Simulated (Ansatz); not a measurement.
NaCl (rock salt)

```yaml
crystal:
  lattice:
    - [0.00000, 2.80101, 2.80101]
    - [2.80101, 0.00000, 2.80101]
    - [2.80101, 2.80101, 0.00000]
  atoms:
    - { symbol: Na, position: [0.00000, 0.00000, 0.00000] }
    - { symbol: Cl, position: [0.50000, 0.50000, 0.50000] }
```

The slice is a {110} plane (indices of the conventional cell) through the point (0.000, 0.000, 0.000) (fractional), spanned by u = [100] and v = [1 -1 -1] in vectors of this cell: u (3.96 Å) and v (5.60 Å, at 90° to u). It covers one period; positions are fractions (u, v).

Calculation: PBEsol (plane waves to 420 eV, PAW, scalar-relativistic; Ansatz, a first-principles code). k mesh 10×10×10. Near the nuclei the fields are pseudised (PAW); where an atom keeps semicore shells as valence, they peak there. NaCl was relaxed with its symmetry unable to fall.

Problem. Sketch the electrostatic potential energy of an electron, from the cell's mean on this plane as a map.

Solution. 
```
|xxxxxxxx33778899887733xxxxxx|
|xxxxxx005577999999775500xxxx|
|xxxx0044668899999988664400xx|
|3333556688999999999988665533|
|6666778899999999999999887766|
|3344668899999999999999886644|
|xxxx0066999999999999996600xx|
|xxxxxx007799999999997700xxxx|
|xxxxxxxx55999999999955xxxxxx|
|xxxxxxxx44889999998844xxxxxx|
|xxxxxxxx55999999999955xxxxxx|
|xxxxxx007799999999997700xxxx|
|xxxx0066999999999999996600xx|
|3344668899999999999999886644|
|6666778899999999999999887766|
|3333556688999999999988665533|
|xxxx0044668899999988664400xx|
|xxxxxx005577999999775500xxxx|
|xxxxxxxx33778899887733xxxxxx|
|xxxxxxxx33778899887733xxxxxx|
```
Scale: ten equal steps from -0.37 (start of '0') to 5.67 (end of '9'), in the order '0123456789'. Values: electrostatic potential energy of an electron, from the cell's mean, in eV. The map has 14 points along u (two characters each, u = 0 at the left) and 20 along v (v = 0 in the bottom row). Points within 1 Å of a nucleus are blanked (x), as the pseudised field means little there. The zero, the cell's mean, hangs on the PAW cores.
